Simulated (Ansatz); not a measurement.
Given:

ScOF:
```
ScOF
1.0
    3.59216     0.00000     0.00000
    0.00000     3.59216     0.00000
    0.00000     0.00000     5.11374
Sc O F
2 2 2
Direct
  0.50000   0.00000   0.70731
  0.00000   0.50000   0.29269
  0.00000   0.00000   0.50000
  0.50000   0.50000   0.50000
  0.50000   0.50000   0.00000
  0.00000   0.00000   0.00000
```

This is the r²SCAN-relaxed structure.

### Question
All from DFT-r²SCAN in the program Ansatz with PAW potentials, unless another level is named. Estimate the Bader charges.

### Answer
Sc +2.15, O -1.32, F -0.84 e.

### Question
And the Born charges (a third of the trace)?

### Answer
Sc +3.74, O -2.36, F -1.38 e.

### Question
What about the static dielectric constant ε0 (ions relaxed, cell fixed)?

### Answer
69.8 (xx = yy), 10.6 (zz).

Space group P4/nmm. The workflow started from a Materials Project entry (that database holds measured and hypothetical structures alike); the Crystallography Open Database copy checked does not list it. Whether it is the stable phase at ambient conditions was not checked. The cell was relaxed with r²SCAN under the symmetry of its start; its stability against distortions is not shown here. The run is not spin-polarised.

Potentials: the later of the program's two PAW sets.
